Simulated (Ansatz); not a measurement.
Calculation for Cu₃Sn: DFT, PBEsol, all-electron LAPW, scalar-relativistic (Ansatz 0.2.0).

The cell comes from a relaxation on PAW files under the same functional, begun from a database entry that needn't be the ground state.

Command: `ansatz run input.yaml --threads 1 --pin off --max-ram 3072MiB --backend cpu --events-out ev --progress --plain --runs-dir out` It took 78 s on 1 thread of Intel(R) Xeon(R) Platinum 8488C (Sapphire Rapids), with other jobs on the host, peak memory 0.68 GiB.

```yaml
crystal:
  lattice:
    - [0.0, 3.0275223687, 3.0275223687]
    - [3.0275223687, 0.0, 3.0275223687]
    - [3.0275223687, 3.0275223687, 0.0]
  atoms:
    - { symbol: Cu, position: [0.5, 0.5, 0.5] }
    - { symbol: Cu, position: [0.75, 0.75, 0.75] }
    - { symbol: Cu, position: [0.25, 0.25, 0.25] }
    - { symbol: Sn, position: [0.0, 0.0, 0.0] }
kpoints:
  mp_grid: { grid: [10, 10, 10] }
  band_path:
    path:
      - [0.0, 0.0, 0.0]
      - [0.5, 0.0, 0.5]
      - [0.625, 0.25, 0.625]
      - [0.375, 0.375, 0.75]
      - [0.0, 0.0, 0.0]
      - [0.5, 0.5, 0.5]
      - [0.5, 0.25, 0.75]
      - [0.5, 0.0, 0.5]
    npoints: 14
scf:
  occupations: { method: fermi_dirac, width: 0.05 }
hamiltonian:
  xc: pbesol
  pseudopotentials: { kind: all_electron, lapw: { basis_error: 0.0005 } }
output:
  forces: true
  stress: true
  eigenvalues: true
  populations: true
```

Output:

```
Cu: projections on atomic orbitals take those of the free atom 1s2 2s2 2p6 3s2 3p6 3d10 4s1, of charge +0.00 (hamiltonian.pseudopotentials.projection_atoms)
Sn: projections on atomic orbitals take those of the free atom 1s2 2s2 2p6 3s2 3p6 3d10 4s2 4p6 4d10 5s2 5p2, of charge +0.00 (hamiltonian.pseudopotentials.projection_atoms)
LAPW: plane waves up to 9.038 Å⁻¹, error target 5.0e-4 eV per atom; small_component_spin mean_spin; Cu in spheres of 1.289 Å, 19 of its electrons in bands, Dirac shells []; Sn in spheres of 1.333 Å, 22 of its electrons in bands, Dirac shells [] (how accurate: hamiltonian.pseudopotentials.lapw.basis_error, Limitations)
Engine: ansatz 0.2.0
Pseudopotentials: kind: all_electron
Pseudopotential: Cu, LAPW, valence charge 19, lapw/all_electron/scalar/gaussian/Cu, Koelling and Harmon's equation, gaussian nucleus
Pseudopotential: Sn, LAPW, valence charge 22, lapw/all_electron/scalar/gaussian/Sn, Koelling and Harmon's equation, gaussian nucleus
Functional definition: PBEsol
  exchange = pbesol_x
  correlation = pbesol_c
Crystal: 4 atoms, lattice volume = 55.500 Å³
Basis set: ecut = 311.2415772300375 eV, 701 PW (Γ), exchange–correlation at level 2
Bands: 48, of which v1, the nominal top of the filled ones, is band 40 counted from 1 (39 counted from 0)
Symmetry: 48 space group operations
Space group: Fm-3m (ITA 225), of the structure as read, at distance tolerance 3.8e-5 Å
k-points: 47 of 1000
Non-local potential: Cu, projectors of the file, none
Non-local potential: Sn, projectors of the file, none
Initial density: superposition of atomic densities (chi_scale 0.1, normalization cell, long waves kept (reshape's long-wave potential 0.00 eV rms))
Initial wavefunctions: plane waves of lowest kinetic energy (no species holds an atomic orbital)
Functional: x = pbesol(κ = 0.804, μ = 0.12345679012345678), c = pbesol(β = 0.046)
iter 1 solved again at ethr=1.42e-3 eV; its pass at ethr=1.00e-1 eV (dr2=1.12e0 eV) is discarded
SCF iter   1: F=—  HF=-303011.608593 eV  |F-HF|=—  |Δ(HF+E_count)|=         —  Δρ=4.75e-2  dr2=1.12e0  ethr=1.42e-3  ⟨swp⟩=2.0  Hψ=14711  notcnv=0
preconditioner: auto → Kerker (q_TF=auto, 2.894 Å⁻¹)  [metal: Δε(μ)=0.039 eV  Ē_g=13.023 eV  σ=0.050 eV  W_gap=0.19  n_scr=14 (ndim 8)  ℏωp=34.2 eV  f_vac=0.000  D(μ)=1.37/eV (n_scr^D=14)]
SCF iter   2: F=—  HF=-303015.567701 eV  |F-HF|=—  |Δ(HF+E_count)|=    3.96e0  Δρ=2.95e-2  dr2=6.68e-1  ethr=1.42e-3  ⟨swp⟩=3.0  Hψ=7889  notcnv=0
SCF iter   3: F=—  HF=-303009.144792 eV  |F-HF|=—  |Δ(HF+E_count)|=    6.42e0  Δρ=9.30e-3  dr2=7.91e-2  ethr=8.46e-4  ⟨swp⟩=3.0  Hψ=7014  notcnv=0
SCF iter   4: F=—  HF=-303008.594733 eV  |F-HF|=—  |Δ(HF+E_count)|=   5.50e-1  Δρ=9.71e-3  dr2=4.77e-2  ethr=1.00e-4  ⟨swp⟩=3.0  Hψ=7469  notcnv=0
SCF iter   5: F=—  HF=-303008.553357 eV  |F-HF|=—  |Δ(HF+E_count)|=         —  Δρ=6.76e-3  dr2=2.79e-2  ethr=6.04e-5  ⟨swp⟩=2.0  Hψ=6379  notcnv=0
the basis was enlarged: its passes take 130.9 KiB over the memory plan, 1 of 1 planned eigensolver slots
SCF iter   6: F=—  HF=-303008.523466 eV  |F-HF|=—  |Δ(HF+E_count)|=   2.99e-2  Δρ=3.18e-3  dr2=5.58e-3  ethr=3.54e-5  ⟨swp⟩=2.0  Hψ=6368  notcnv=0
iter 7 solved again at ethr=4.96e-7 eV; its pass at ethr=7.06e-6 eV (dr2=3.92e-4 eV) is discarded
SCF iter   7: F=—  HF=-303008.523198 eV  |F-HF|=—  |Δ(HF+E_count)|=   2.68e-4  Δρ=8.76e-4  dr2=3.92e-4  ethr=4.96e-7  ⟨swp⟩=2.0  Hψ=10950  notcnv=0
SCF iter   8: F=—  HF=-303008.523025 eV  |F-HF|=—  |Δ(HF+E_count)|=   1.73e-4  Δρ=4.66e-4  dr2=1.10e-4  ethr=4.96e-7  ⟨swp⟩=2.0  Hψ=6369  notcnv=0
SCF iter   9: F=—  HF=-303008.522732 eV  |F-HF|=—  |Δ(HF+E_count)|=   2.93e-4  Δρ=1.30e-4  dr2=9.19e-6  ethr=1.39e-7  ⟨swp⟩=2.0  Hψ=6367  notcnv=0
SCF iter  10: F=—  HF=-303008.522709 eV  |F-HF|=—  |Δ(HF+E_count)|=   2.26e-5  Δρ=2.34e-5  dr2=4.89e-7  ethr=1.16e-8  ⟨swp⟩=2.1  Hψ=6370  notcnv=0
SCF iter  11: F=-303008.522709 eV  HF=-303008.522709 eV  |F-HF|=9.30e-8  |Δ(HF+E_count)|=   2.21e-7  Δρ=6.41e-6  dr2=4.55e-8  ethr=6.19e-10  ⟨swp⟩=2.0  Hψ=6367  notcnv=0
SCF 1 converged in 11 iterations: F = -303008.522709 eV  dr2 = 4.55e-8
the search or the solves at the SCF's close seem to have found levels that the self-consistency loop had missed (the run counts 1). By its estimate they hold under 1e-12 electrons; where the run keeps them, the occupations were computed again with them
NSCF: frozen V_eff on 99 k-points
SCF converged after 11 iterations
Free energy (F): -303008.522709 eV
Harris-Foulkes:  -303008.522709 eV  (|F-HF|=9.30e-8)
Internal energy: -303008.514560 eV  (E = F + TS)
E sigma→0 (E₀):  -303008.518635 eV
Entropy (-TS):   -0.008149 eV (-2.037 meV/atom)
Fermi energy:    18.100218 eV
--- Per-component energies (eV) ---
  E_band       = -1646.643160
  E_kinetic    = 313989.136361
  E_xc         = -9835.502165
  E_electrostatic = -607162.148756  (all electrons and nuclei)
  E_smearing   = -0.008149  (= −TS)
  E_closure    = 0.000000  (closes the sum)
  E_atoms      = -302991.477373  (free atoms, spherical and without spin; not in F)
  Σ components = -303008.522709   (vs F -303008.522709, Δ=0.00e0)
  Basis errors (estimates in eV, not in F): energy 1.3e-4 per atom: plane waves 1.2e-4 (6.1e-5 summed), levels above the bands 5.2e-88, relativity 6.6e-9, radial functions 1.6e-5, core shells 2.0e-7; eigenvalues (radial functions only) 3.3e-7; not estimated: angular momenta, meshes, grids; target (lapw.basis_error) 5.0e-4; muffin-tin radii Cu 1.289 Å, Sn 1.333 Å
--- Forces (eV/Å), atoms counted from 1 ---
  atom   1  Cu    -0.00000000    -0.00000000    -0.00000000
  atom   2  Cu     0.00000000    -0.00000000     0.00000000
  atom   3  Cu    -0.00000000     0.00000000    -0.00000000
  atom   4  Sn    -0.00000000    -0.00000000     0.00000000
  max |Σ_I F_I| component: 5.78e-19 eV/Å
--- Stress (GPa, compression-positive) ---
       -0.006416       0.000000       0.000000
        0.000000      -0.006416       0.000000
        0.000000       0.000000      -0.006416
  P = ⅓ Tr σ = -0.0064 GPa (-0.064 kbar)
--- Band table (eV; the first three rows and the last of 47) ---
  k-point 0: bands = ["-111.3889", "-94.9216", "-94.9206", "-94.4678", "-67.2273", "-67.2273", "-67.2273", "-52.4592", "-52.4592", "-52.4592", "-52.4538", "-52.4538", "-52.4538", "-52.0052", "-52.0052", "-52.0052", "-3.6302", "-3.6302", "-3.6302", "-3.5747", "-3.5747", "6.3115", "13.2327", "13.2327", "13.2327", "13.5657", "13.5657", "14.3173", "14.3173", "14.3173", "15.1627", "15.1627", "15.1627", "15.2057", "15.2057", "15.4398", "15.4398", "19.7537", "20.4049", "20.4049", "20.4049", "21.4900", "21.4900", "21.4900", "22.2653", "23.2171", "23.2171", "23.2171"]
  k-point 1: bands = ["-111.3889", "-94.9216", "-94.9206", "-94.4678", "-67.2273", "-67.2273", "-67.2273", "-52.4591", "-52.4590", "-52.4590", "-52.4539", "-52.4539", "-52.4538", "-52.0053", "-52.0052", "-52.0052", "-3.6302", "-3.6292", "-3.6292", "-3.5744", "-3.5744", "6.4350", "13.1214", "13.2217", "13.2217", "13.6232", "13.6232", "14.3020", "14.3020", "14.3194", "15.0307", "15.0575", "15.0575", "15.2777", "15.2777", "15.4302", "15.4302", "18.7204", "20.0927", "20.0927", "20.2301", "21.7742", "21.7971", "21.7971", "22.7626", "23.1459", "23.1459", "24.0353"]
  k-point 2: bands = ["-111.3889", "-94.9215", "-94.9207", "-94.4678", "-67.2273", "-67.2273", "-67.2273", "-52.4589", "-52.4587", "-52.4587", "-52.4543", "-52.4543", "-52.4540", "-52.0053", "-52.0052", "-52.0052", "-3.6303", "-3.6266", "-3.6266", "-3.5734", "-3.5734", "6.7999", "12.7487", "13.2167", "13.2167", "13.7532", "13.7532", "14.2570", "14.2640", "14.2640", "14.7413", "14.9085", "14.9085", "15.3231", "15.3231", "15.4168", "15.4168", "17.3640", "19.6870", "19.6870", "19.9258", "21.6573", "21.6573", "22.2198", "22.9913", "23.7110", "23.7110", "26.4441"]
  k-point 46: bands = ["-111.3889", "-94.9212", "-94.9210", "-94.4679", "-67.2273", "-67.2273", "-67.2273", "-52.4610", "-52.4599", "-52.4579", "-52.4555", "-52.4526", "-52.4524", "-52.0055", "-52.0052", "-52.0048", "-3.6324", "-3.6211", "-3.6084", "-3.5802", "-3.5651", "9.3665", "11.6212", "12.2910", "12.7619", "13.8255", "14.0241", "14.1525", "14.1690", "14.3287", "14.3929", "14.7124", "14.7548", "15.2937", "15.3543", "15.3875", "15.4521", "15.5779", "15.5806", "15.6041", "20.9953", "21.6516", "23.2662", "23.8573", "28.3442", "28.9264", "29.1693", "30.0883"]
--- Löwdin populations: 4 sites ---
  site symbol       q [e]
     0     Cu     28.5729
     1     Cu     28.4675
     2     Cu     28.4675
     3     Sn     51.0561
  spilling = 0.003183 (of n_electrons = 137.000000)
```

populations.tsv:

```
# site	symbol	l	j	q
# orbitals = lowdin
# n_electrons = 137.000000
# spilling = 0.003183
# projection_atom_Cu: 1s2 2s2 2p6 3s2 3p6 3d10 4s1
# projection_atom_Sn: 1s2 2s2 2p6 3s2 3p6 3d10 4s2 4p6 4d10 5s2 5p2
0	Cu	0_1S	-	1.999991
0	Cu	0_2S	-	1.999568
0	Cu	0_3S	-	1.989064
0	Cu	0_4S	-	0.789634
0	Cu	1_2P	-	5.999997
0	Cu	1_3P	-	5.999279
0	Cu	2_3D	-	9.795363
1	Cu	0_1S	-	1.999986
1	Cu	0_2S	-	1.999304
1	Cu	0_3S	-	1.982619
1	Cu	0_4S	-	0.714846
1	Cu	1_2P	-	5.999994
1	Cu	1_3P	-	5.998455
1	Cu	2_3D	-	9.772273
2	Cu	0_1S	-	1.999986
2	Cu	0_2S	-	1.999304
2	Cu	0_3S	-	1.982619
2	Cu	0_4S	-	0.714846
2	Cu	1_2P	-	5.999994
2	Cu	1_3P	-	5.998455
2	Cu	2_3D	-	9.772273
3	Sn	0_1S	-	1.999999
3	Sn	0_2S	-	1.999964
3	Sn	0_3S	-	1.999441
3	Sn	0_4S	-	1.992408
3	Sn	0_5S	-	1.526752
3	Sn	1_2P	-	5.999999
3	Sn	1_3P	-	5.999950
3	Sn	1_4P	-	5.995160
3	Sn	1_5P	-	3.549442
3	Sn	2_3D	-	9.999997
3	Sn	2_4D	-	9.993002
```

Spin–orbit coupling is left out, which matters for the heavy atoms.
